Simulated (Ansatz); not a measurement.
Given:

TlHg:
```xyz
2
Lattice="3.7483 0.0000 0.0000 0.0000 3.7483 0.0000 0.0000 0.0000 3.7483" Properties=species:S:1:pos:R:3 pbc="T T T"
Tl     1.8741     1.8741     1.8741
Hg     0.0000     0.0000     0.0000
```

This is the PBEsol-relaxed structure.

Problem. All from PBEsol (plane waves, PAW; program Ansatz), unless another level is named. Predict the highest zone-centre frequency.

Solution. 64 cm⁻¹.

Problem. Predict the bulk modulus (Birch–Murnaghan fit).

Solution. 37.3 GPa.

Problem. And the elastic constants (relaxed ions, GPa)?

Solution. C11 = 35.6, C12 = 37.7, C44 = 4.7.

Space group Pm-3m (CsCl type). The workflow started from an entry of the Crystallography Open Database (COD). Whether it is the stable phase at ambient conditions was not checked. Symmetry was held in the PBEsol relaxation. At this level the phase is mechanically unstable. As this level gives no gap, shear constants depend on the k-mesh and smearing (Fermi–Dirac, 0.1 eV here). As this level gives no gap, phonon frequencies hold no LO–TO term and depend on the k-mesh and smearing (Fermi–Dirac, 0.1 eV here). Scalar-relativistic: spin–orbit coupling is off unless named, which matters more the heavier the elements.

Potentials: the later of the program's two PAW sets.
